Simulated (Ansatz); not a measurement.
**Os: frozen-core PAW against all-electron methods**

```yaml
crystal:
  lattice:
    - [2.75324, 0.00000, 0.00000]
    - [-1.37662, 2.38438, 0.00000]
    - [0.00000, 0.00000, 4.34801]
  atoms:
    - { symbol: Os, position: [0.33333, 0.66667, 0.25000] }
    - { symbol: Os, position: [0.66667, 0.33333, 0.75000] }
```

Atom numbers follow the list: Os1, Os2.

The cell was built from the hcp type and relaxed in the same program, and has space group P6_3/mmc; it needn't be a known or the stable phase.

No spin–orbit coupling, which matters for the heavy atoms here.

Methods: DFT, PBE, PAW with Ansatz's default frozen-core files, scalar-relativistic (Ansatz 0.2.0); DFT, PBE, all-electron LAPW, scalar-relativistic (Ansatz 0.2.0).

For PAW: a Γ-centred 16×16×9 k mesh, Fermi–Dirac smearing of 0.03 eV, cutoff 420 eV, no spin polarisation. LAPW targets a basis error of 0.25 meV/atom. The Ansatz runs share mesh, smearing and spin set-up. Plane-wave (PAW) pressures include the program's estimate of the Pulay term.

Stress and pressure are positive in compression.

Levels count from the Fermi level.

PAW results:

```csv
quantity,PAW
pressure (GPa),0.00
highest filled level at H (eV),-1.339
lowest empty level at H (eV),1.571
highest filled level at Γ (eV),-0.004
highest filled level at L (eV),-0.191
lowest empty level at L (eV),2.300
```

What does full-potential LAPW give for the same quantities?


```json
{"quantity": "pressure (GPa)", "LAPW": "0.00"}
{"quantity": "highest filled level at H (eV)", "LAPW": "-1.339"}
{"quantity": "lowest empty level at H (eV)", "LAPW": "1.571"}
{"quantity": "highest filled level at Γ (eV)", "LAPW": "-0.003"}
{"quantity": "highest filled level at L (eV)", "LAPW": "-0.191"}
{"quantity": "lowest empty level at L (eV)", "LAPW": "2.300"}
```
